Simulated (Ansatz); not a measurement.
The relaxed structure here is a generated cell of W: the first start was made by placing the elements on the sites of a structure type, and the end was not matched to a known phase here, so it may be hypothetical. Known forms of W include space group No. 229.

A relaxed cell of W (P6/mmm (No. 191)), relaxed on a k-mesh at least as fine as the one used below. All values below come from PBE (plane waves to 420 eV, PAW, scalar-relativistic; Ansatz, an electronic-structure program). Γ-centred k-mesh 7×7×6 on the run's cell (coarser than for final values), Fermi–Dirac smearing 0.05 eV.

```yaml
crystal:
  lattice:
    - [5.30788, 0.00000, 0.00000]
    - [-2.65394, 4.59676, 0.00000]
    - [0.00000, 0.00000, 5.19456]
  atoms:
    - { symbol: W, position: [0.50000, 0.00000, 0.25000] }
    - { symbol: W, position: [0.50000, 0.00000, 0.75000] }
    - { symbol: W, position: [0.50000, 0.50000, 0.25000] }
    - { symbol: W, position: [0.50000, 0.50000, 0.75000] }
    - { symbol: W, position: [0.00000, 0.50000, 0.25000] }
    - { symbol: W, position: [0.00000, 0.50000, 0.75000] }
```

The atoms are displaced by (Å):

```csv
atom,ux,uy,uz
W1,0.039,0.018,0.032
W2,0.030,0.004,-0.020
W3,-0.031,-0.108,-0.008
W4,0.064,-0.038,0.054
W5,-0.018,0.102,0.060
W6,-0.074,-0.108,-0.079
```

**Question.** What forces (eV/Å) and pressure result?

**Answer.** 
| atom | Fx | Fy | Fz |
|---|---|---|---|
| W1 | 1.04 | -0.16 | -0.60 |
| W2 | -1.02 | -1.57 | 0.60 |
| W3 | -0.70 | 0.21 | 0.99 |
| W4 | -0.93 | 0.70 | -0.72 |
| W5 | -0.25 | 0.54 | -1.99 |
| W6 | 1.86 | 0.29 | 1.72 |

Pressure +1.6 GPa.

**Question.** Estimate the energy cost of the displacement in the harmonic approximation and compare with the calculation.

**Answer.** For a harmonic well ΔE = −½ Σ F·u = 0.265 eV a cell, or 44 meV/atom. The calculated energy relative to the undisplaced cell is +0.04 eV/atom, so the harmonic estimate holds well.

The undisplaced cell is probably no minimum: from this displacement the run went on to Im-3m (No. 229), 1.76 eV/atom below it.

No spin polarisation in the result.
